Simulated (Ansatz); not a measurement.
Input:

Ni$_{6}$SnTe$_{2}$:
Space group I4mm (No. 107); a = b = 3.766 Å, c = 19.171 Å, α = β = γ = 90.00°

| atom | site | symmetry | x | y | z |
|---|---|---|---|---|---|
| Ni | 2a | 4mm | 0.0000 | 0.0000 | 0.5016 |
| Ni | 4b | 2mm. | 0.0000 | 0.5000 | 0.4070 |
| Ni | 4b | 2mm. | 0.0000 | 0.5000 | 0.0946 |
| Ni | 2a | 4mm | 0.0000 | 0.0000 | 0.8086 |
| Sn | 2a | 4mm | 0.0000 | 0.0000 | 0.0002 |
| Te | 2a | 4mm | 0.0000 | 0.0000 | 0.3176 |
| Te | 2a | 4mm | 0.0000 | 0.0000 | 0.6782 |
(The calculation used a cell of 9 atoms; values per cell refer to that cell.)

This is the r²SCAN-relaxed structure.

Q: All from DFT-r²SCAN in the program Ansatz with PAW potentials, unless another level is named. Estimate the electronic character.

A: metallic (no gap).

Q: What about the density of states at the Fermi level?

A: 0.63 states/eV per atom (mean over ±0.08 eV).

Q: What about the formation energy from the elements (no fitted shifts)?

A: -0.15 eV/atom.

The workflow started from a Materials Project entry (that database holds measured and hypothetical structures alike); the Crystallography Open Database copy checked does not list it. Whether it is the stable phase at ambient conditions was not checked. The r²SCAN relaxation kept the symmetry of its start; its stability against distortions is not shown here. The run is not spin-polarised. The references are the lowest solids computed at this level, not always the standard phases. Spin–orbit coupling is left out wherever it is not named.

Potentials: the later of the program's two PAW sets.
